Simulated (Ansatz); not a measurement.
Straining Li

These are results of DFT PBEsol, scalar-relativistic, plane waves, PAW (Ansatz), not measurements. (420 eV cutoff, 16×16×16 k-mesh, Gaussian smearing of 0.10 eV, no spin polarisation)

Reference structure (relaxed):

```
CELL_PARAMETERS angstrom
3.43145 0.00000 0.00000
0.00000 3.43145 0.00000
0.00000 0.00000 3.43145
ATOMIC_POSITIONS crystal
Li 0.00000 0.00000 0.00000
Li 0.50000 0.50000 0.50000
```

Deformation: c alone is stretched, the rest of the cell is held and the atoms relax, all within the symmetry that the strain leaves. Energies are extrapolated to zero smearing.

```tsv
strain (%)	ΔE (meV/atom)	a (Å)	b (Å)	c (Å)
-3.0	1.1	3.431	3.431	3.329
-2.0	0.5	3.431	3.431	3.363
-1.0	0.1	3.431	3.431	3.397
+0.0	0.0	3.431	3.431	3.431
+1.0	0.1	3.431	3.431	3.466
+2.0	0.4	3.431	3.431	3.500
+3.0	0.8	3.431	3.431	3.534
```

**Question.** What stiffness (1/V) d²E/dε² at zero strain does a cubic fit over all points give?

**Answer.** A cubic fit gives (1/V) d²E/dε² = 17 GPa at zero strain (the elastic constant along c at held a and b).